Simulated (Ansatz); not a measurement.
CsPbBr$_{3}$ (cubic perovskite, Pm-3m), the program Ansatz at the PBEsol level (PAW), all energies at zero smearing, with the estimated change up to a 700 eV cutoff added, with one set of potentials and settings (totals compare only within such a set). Cell of 5 atoms (1 Cs, 1 Pb, 3 Br): -25556.494 eV.

```
element                reference phase  E (eV/atom)
-------  -----------------------------  -----------
Cs       P6_3/mmc, 2 atoms in the cell   -5585.7977
Pb          Fm-3m, 1 atoms in the cell  -11754.9486
Br           Cmce, 4 atoms in the cell   -2736.4737
```

Formation energy per atom, worked out: (-25556.494 − 1×(-5585.7977) − 1×(-11754.9486) − 3×(-2736.4737))/5 = -1.265 eV/atom (-122 kJ per mol of atoms), at 0 K, without zero-point energy or fitted corrections.

This is a known high-temperature phase of the composition, computed here at zero pressure and temperature. The PBEsol relaxation kept the symmetry of its start; whether a distortion lowers the energy is not shown. The references are the lowest solids computed at this level, not always the standard phases. Scalar-relativistic: spin–orbit coupling is off unless named, which matters more the heavier the elements.

Potentials: the later of the program's two PAW sets.
